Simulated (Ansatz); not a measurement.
Sb3Au:
```xyz
4
Lattice="-2.9588 2.9588 2.9588 2.9588 -2.9588 2.9588 2.9588 2.9588 -2.9588" Properties=species:S:1:pos:R:3 pbc="T T T"
Sb     2.9588     0.0000     0.0000
Sb     0.0000     2.9588     0.0000
Sb     0.0000     0.0000     2.9588
Au     0.0000     0.0000     0.0000
```

Relaxed with r²SCAN. Special points in fractions of this cell's reciprocal vectors: Γ (0.000, 0.000, 0.000); H (0.500, -0.500, 0.500); N (0.000, 0.000, 0.500); P (0.250, 0.250, 0.250).

List the band energies nearest the Fermi level at these points for DFT-r²SCAN in the program Ansatz with PAW potentials.

In eV from the Fermi level; about four levels below and three above (degenerate sets whole), none deeper than 8.9 eV; points with the same levels are listed once.

| k | below | above |
|---|---|---|
| Γ | -1.72 -1.72 -1.72 -1.01 | 4.05 4.05 4.05 |
| H | -3.87 -3.87 -0.22 -0.22 -0.22 | 0.73 6.89 6.89 6.89 |
| N | -3.20 -2.42 -0.62 -0.03 | 0.11 1.33 2.86 |
| P | -4.35 -4.35 -4.35 -0.49 -0.49 -0.49 | 1.36 1.36 1.36 |

Space group Im-3m. The workflow started from an entry of the Crystallography Open Database (COD). Whether it is the stable phase at ambient conditions was not checked. The r²SCAN relaxation kept the symmetry of its start; of distortions, only those at the zone centre were tested. Scalar-relativistic: spin–orbit coupling is off unless named, which matters more the heavier the elements.

Potentials: the later of the program's two PAW sets.
